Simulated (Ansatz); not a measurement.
Lattice vibrations of Ba$_{3}$InBP$_{2}$ at Γ

These are results of Ansatz, DFT PBE, scalar-relativistic, plane waves, PAW, not measurements. Plane waves to 420 eV; Γ-centred k mesh 6×6×6; Gaussian smearing of 0.10 eV. No spin polarisation. Phonons by linear response, acoustic sum rule imposed.

The cell, relaxed at this level:
```yaml
crystal:
  lattice:
    - [4.20262, 2.42638, 4.19264]
    - [-4.20262, 2.42638, 4.19264]
    - [0.00000, -4.85277, 4.19264]
  atoms:
    - { symbol: Ba, position: [0.14236, 0.85764, 0.50000] }
    - { symbol: Ba, position: [0.50000, 0.14236, 0.85764] }
    - { symbol: Ba, position: [0.85764, 0.50000, 0.14236] }
    - { symbol: In, position: [0.00000, 0.00000, 0.00000] }
    - { symbol: B, position: [0.50000, 0.50000, 0.50000] }
    - { symbol: P, position: [0.64157, 0.64157, 0.64157] }
    - { symbol: P, position: [0.35843, 0.35843, 0.35843] }
```

The cell was found from a structure generator's guess, not taken from experiment. In a metal, frequencies depend on the k mesh and the smearing, soft modes most. Spin–orbit coupling is left out, which matters for heavy elements.

Question: Is this structure stable against zone-centre distortions?

Answer: Yes, at Γ: no optical mode is imaginary. Strains and other wave vectors aren't tested by this run.

Question: List the optical modes at Γ (i marks imaginary ones).

Answer:
```csv
frequency (THz),degeneracy
1.37,1
1.48,2
1.72,2
2.33,1
2.50,1
2.52,2
3.48,2
3.49,1
3.67,2
11.37,2
14.06,1
32.36,1
```
